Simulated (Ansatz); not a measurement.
GaN: zone-centre modes under pressure

GaN, F-43m, a = 4.455 Å. This isn't the usual stable structure of the compound. Ansatz: LDA, PAW, 420 eV, Γ-centred 10×10×10 mesh on 2 atoms, fixed occupations; no spin polarisation. Cell and atoms are relaxed at each pressure with the symmetry kept; optical modes at Γ by linear response, in cm⁻¹, the highest, without the LO field.

| P (GPa) | V (Å³/atom) | ω1 |
| --- | --- | --- |
| 0 | 11.055 | 552.8 |
| 7 | 10.704 | 580.2 |
| 18 | 10.251 | 618.2 |
| 35 | 9.703 | ? |

Task: Get the mode's Grüneisen parameter γ = −d ln ω/d ln V from the other rows and predict the missing frequency.

Result: ln(V/V0) = 0.0000, -0.0323, -0.0755, -0.1304; a line through ln(ω/ω0) of the 3 known rows gives ω1: γ = 1.480 (intercept 0.0002), predicted 670.6, computed 668.8. The miss is 0.3 %, or 2 % of the shift under pressure, so a constant γ serves at that level.

The mesh isn't the same in all rows (10×10×10, 12×12×12).

Cost: 4 runs of about 2.9 core-minutes in all, on Intel Xeon Platinum 8488C (Sapphire Rapids) (shared hosts).